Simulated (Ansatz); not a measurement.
A geometry of Ru away from equilibrium: step 2 of the relaxation of a relaxed Ru cell, doubled along one cell vector, shaken by Gaussian noise of σ = 0.08 Å a coordinate. Calculation: r2SCAN (plane waves to 500 eV, PAW, scalar-relativistic; Ansatz, a first-principles code). Γ-centred k-mesh 13×13×5 on the run's cell (coarser than for final values), Fermi–Dirac smearing 0.05 eV.

```yaml
crystal:
  lattice:
    - [-2.33205, 2.33978, 1.39555]
    - [2.33331, -2.33420, 1.38832]
    - [4.68097, 4.68527, -2.77240]
  atoms:
    - { symbol: Ru, position: [0.74359, 0.24102, 0.24807] }
    - { symbol: Ru, position: [0.75511, 0.25061, 0.74790] }
    - { symbol: Ru, position: [0.04270, 0.02355, 0.00352] }
    - { symbol: Ru, position: [0.98912, 0.98285, 0.50277] }
```

Task: Give the Cartesian forces on all atoms (eV/Å).

Result: 
| atom | Fx | Fy | Fz |
|---|---|---|---|
| Ru1 | -0.18 | 0.37 | 0.07 |
| Ru2 | 0.19 | -0.09 | 0.11 |
| Ru3 | 0.05 | -0.31 | 0.14 |
| Ru4 | -0.06 | 0.03 | -0.33 |

Task: What is the pressure?

Result: 0.0 GPa, compression positive.

No spin polarisation in the result.

Of the parent cell (I4₁/amd (No. 141)): it is a generated cell of Ru: the first start was made by placing the elements on the sites of a structure type, and the end was not matched to a known phase here, so it may be hypothetical. Known forms of Ru include space group No. 194.
